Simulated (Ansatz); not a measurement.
Consider the following.

Nb:
```cif
data_Nb
_chemical_formula_sum 'Nb1'
_space_group_name_H-M_alt 'P 1'
_space_group_IT_number 1
_cell_length_a 2.85994
_cell_length_b 2.85994
_cell_length_c 2.85994
_cell_angle_alpha 109.471
_cell_angle_beta 109.471
_cell_angle_gamma 109.471
loop_
_space_group_symop_operation_xyz
  'x, y, z'
loop_
_atom_site_label
_atom_site_type_symbol
_atom_site_fract_x
_atom_site_fract_y
_atom_site_fract_z
_atom_site_occupancy
Nb1 Nb 0.00000 0.00000 0.00000 1
```

This is the r²SCAN-relaxed structure.

Question: All from plane-wave PAW r²SCAN (Ansatz code), unless another level is named. Give the Young's modulus.

Answer: 68.1 GPa.

Question: Next, the elastic constants (relaxed ions, GPa)?

Answer: C11 = 252, C12 = 137, C44 = 11.8.

Space group Im-3m (bcc (W type)). The cell was relaxed with r²SCAN under the symmetry of its start. No spin polarisation was allowed. As this level gives no gap, shear constants depend on the k-mesh and smearing (Fermi–Dirac, 0.1 eV here). On the denser mesh and wider smearing of the elastic run this cell carries a stress of 0.4 GPa.

Potentials: the earlier of the program's two PAW sets.
